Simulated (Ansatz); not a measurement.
A geometry of SrTiO$_{3}$ away from equilibrium: step 2 of the relaxation of a generated trial cell of SrTiO3 in the LiNbO3 structure type. Level of theory: r2SCAN (plane waves to 500 eV, PAW, scalar-relativistic; Ansatz, a quantum-chemistry and plane-wave program). Γ-centred k-mesh 5×5×5 on the run's cell (coarser than for final values), Fermi–Dirac smearing 0.05 eV. The plane waves were selected for a different cell earlier on the path.

```
SrTiO3
1.0
    2.79595     1.61424     4.68797
   -2.79595     1.61424     4.68797
    0.00000    -3.22848     4.68797
Sr Ti O
2 2 6
Cartesian
  0.00000   0.00000   3.93568
  0.00000   0.00000  10.96763
  0.00000   0.00000   0.22176
  0.00000   0.00000   7.25371
  1.59811   0.43536   5.88190
 -1.17608   1.16632   5.88190
 -0.42202  -1.60168   5.88190
  0.42202   1.62681   8.22589
 -1.61987  -0.44792   8.22589
  1.19784  -1.17889   8.22589
```

Question: Give the Cartesian forces on all atoms (eV/Å).

Answer: 
```tsv
atom	Fx	Fy	Fz
Sr1	0.00	0.00	-0.61
Sr2	0.00	0.00	-0.61
Ti3	0.00	0.00	0.96
Ti4	0.00	0.00	0.96
O5	0.03	1.23	-0.11
O6	-1.08	-0.59	-0.11
O7	1.05	-0.64	-0.11
O8	-1.05	-0.64	-0.11
O9	1.08	-0.59	-0.11
O10	-0.03	1.23	-0.11
```

The path ends in R3c (No. 161). No spin polarisation in the result.

The run could not lose the symmetry of its start, so the end can be a saddle point.

The end of the path is a generated cell of SrTiO3: the first start was made by placing the elements on the sites of a structure type, and the end was not matched to a known phase here, so it may be hypothetical. Known forms of SrTiO3 include space group No. 221.
